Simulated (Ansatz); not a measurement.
Starting cell, BP (zinc blende):

```yaml
crystal:
  lattice:
    - [0.00000, 2.26828, 2.26828]
    - [2.26828, 0.00000, 2.26828]
    - [2.26828, 2.26828, 0.00000]
  atoms:
    - { symbol: P, position: [0.75000, 0.75000, 0.75000] }
    - { symbol: B, position: [0.00000, 0.00000, 0.00000] }
```

In each cell atom 1 (P, nearest neighbour B at 1.964 Å; its periodic images, 3.2 Å or more away, move with it) moves by s·(1.000, 0.000, 0.000) (along Cartesian x), the rest being held.

Computed with r2SCAN (plane waves to 500 eV, PAW, scalar-relativistic; Ansatz, a program for electronic structure). k mesh 10×10×10 (Γ-centred), Fermi-Dirac smearing 0.05 eV. The energy includes the smearing's −TS. Stress and pressure are positive under compression. As the smearing reaches across the gap at some points, energies and forces of such displacements shift with the k mesh and the smearing. F∥ is the force on the atom along that direction. BP was relaxed with its symmetry unable to fall. The zero of ΔE is the undisplaced structure.

| s (Å) | F∥ (eV/Å) | ΔE (meV/cell) | P (GPa) |
|---|---|---|---|
| -0.390 | 6.137 | 1342 | ___ |
| -0.312 | 5.324 | ___ | ___ |
| -0.234 | 4.245 | 519 | 4.8 |
| -0.156 | 2.970 | 236 | 2.2 |
| -0.078 | 1.528 | 60 | 0.5 |
| 0.000 | 0.000 | 0 | 0.0 |
| 0.078 | -1.528 | 60 | 0.5 |
| 0.156 | -2.970 | 236 | 2.2 |
| 0.234 | -4.245 | 519 | 4.8 |
| 0.312 | -5.324 | ___ | ___ |
| 0.390 | -6.137 | 1342 | ___ |

**Question.** Complete the blanks.

**Answer.** 
- -0.390, P (GPa): 12.6
- -0.312, ΔE (meV/cell): 894
- -0.312, P (GPa): 8.3
- 0.312, ΔE (meV/cell): 894
- 0.312, P (GPa): 8.3
- 0.390, P (GPa): 12.6

(A displaced cell: forces are minus the slopes of the energy, force constants its curvatures, and phonons follow from these.)
